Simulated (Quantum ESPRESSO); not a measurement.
Inputs of pw.x and gipaw.x (a modified build of Quantum ESPRESSO, PBE) for Ag4BrCl3; the starting potential comes from an earlier run on another mesh:

```
&CONTROL
  calculation = 'scf'
  prefix = 'x'
  pseudo_dir = './pseudo'
  outdir = './out'
  tprnfor = .true.
/
&SYSTEM
  ibrav = 0
  nat = 8
  ntyp = 3
  ecutwfc = 50
  ecutrho = 200
  occupations = 'fixed'
  nbnd = 36
/
&ELECTRONS
  conv_thr = 1e-11
  startingpot = 'file'
/
ATOMIC_SPECIES
Ag 107.868 Ag.GGA_PBE-JTH.UPF
Br 79.904 Br.GGA_PBE-JTH.UPF
Cl 35.450 Cl.GGA_PBE-JTH.UPF
CELL_PARAMETERS angstrom
    5.676621880000     0.000000000000     0.000000000000
    0.000000000000     5.676621880000     0.000000000000
    0.000000000000     0.000000000000     5.676621880000
ATOMIC_POSITIONS crystal
Ag     0.000000000000     0.000000000000     0.000000000000
Br     0.500000000000     0.000000000000     0.000000000000
Ag     0.000000000000     0.500000000000     0.500000000000
Cl     0.500000000000     0.500000000000     0.500000000000
Ag     0.500000000000     0.000000000000     0.500000000000
Cl     0.000000000000     0.000000000000     0.500000000000
Ag     0.500000000000     0.500000000000     0.000000000000
Cl     0.000000000000     0.500000000000     0.000000000000
K_POINTS automatic
5 5 5 1 1 1
```

```
&INPUTGIPAW
  job = 'nmr'
  prefix = 'x'
  tmp_dir = './out/'
  restart_mode = 'from_scratch'
  pawproj(1) = .true.
  pawproj(2) = .true.
  pawproj(3) = .true.
  use_nmr_macroscopic_shape = .false.
/
```

The cell was made here from a computed Materials Project entry: one of 4 Cl replaced by Br, cell and atoms relaxed (PBE without dispersion, pw.x of Quantum ESPRESSO, symmetry kept). The parent is AgCl in Fm-3m. The swapped cell is a model, not a known phase. Stability against distortions was not tested. The run has no spin polarisation.

Problem. Predict the shielding tensors that the run ends with.

Solution. 
```
     Total NMR chemical shifts in ppm: ---------------------------------------
     (adopting the Simpson convention for anisotropy and asymmetry)-----------

     Atom  1  Ag  pos: (  0.000000  0.000000  0.000000)  Total sigma:        3423.89
          3536.0549         -0.0000          0.0000
            -0.0000       3367.8028          0.0000
            -0.0000          0.0000       3367.8028

     Ag      1    anisotropy:    168.25    eta:    0.0000

     Atom  2  Br  pos: (  0.500000  0.000000  0.000000)  Total sigma:        2705.47
          2705.4665         -0.0000         -0.0000
             0.0000       2705.4665          0.0000
             0.0000          0.0000       2705.4665

     Br      2    anisotropy:      0.00    eta:    0.0000

     Atom  3  Ag  pos: (  0.000000  0.500000  0.500000)  Total sigma:        3537.52
          3537.5245         -0.0000         -0.0000
             0.0000       3537.5245         -0.0000
            -0.0000          0.0000       3537.5245

     Ag      3    anisotropy:      0.00    eta:    0.0000

     Atom  4  Cl  pos: (  0.500000  0.500000  0.500000)  Total sigma:         853.46
           801.0886          0.0000         -0.0000
             0.0000        879.6524          0.0000
             0.0000         -0.0000        879.6524

     Cl      4    anisotropy:    -78.56    eta:    0.0000

     Atom  5  Ag  pos: (  0.500000  0.000000  0.500000)  Total sigma:        3423.89
          3367.8028         -0.0000         -0.0000
             0.0000       3367.8028          0.0000
            -0.0000         -0.0000       3536.0549

     Ag      5    anisotropy:    168.25    eta:    0.0000

     Atom  6  Cl  pos: (  0.000000  0.000000  0.500000)  Total sigma:         853.46
           879.6524          0.0000         -0.0000
             0.0000        801.0886          0.0000
             0.0000          0.0000        879.6524

     Cl      6    anisotropy:    -78.56    eta:    0.0000

     Atom  7  Ag  pos: (  0.500000  0.500000  0.000000)  Total sigma:        3423.89
          3367.8028         -0.0000          0.0000
             0.0000       3536.0549          0.0000
            -0.0000          0.0000       3367.8028

     Ag      7    anisotropy:    168.25    eta:    0.0000

     Atom  8  Cl  pos: (  0.000000  0.500000  0.000000)  Total sigma:         853.46
           879.6524          0.0000         -0.0000
             0.0000        879.6524          0.0000
             0.0000          0.0000        801.0886

     Cl      8    anisotropy:    -78.56    eta:    0.0000
```
The printed anisotropy is 3/2 (σ_33 − σ_iso) in the program's own order; the axes are left out here. Anisotropies that symmetry doesn't fix are less certain than the isotropic values. These are absolute shieldings with no macroscopic susceptibility term; δ = σ_ref − σ needs a reference computed alike. By our sweeps, such settings leave a few ppm in absolute σ on light atoms and up to some 20 ppm from Zn on. Spin–orbit coupling is left out; its weight grows with the heaviest atom, Ag here. The datasets of Br, Cl hold no d projectors, which limits absolute σ on these atoms. With so small a Kohn–Sham gap, σ hangs strongly on the functional and the mesh.
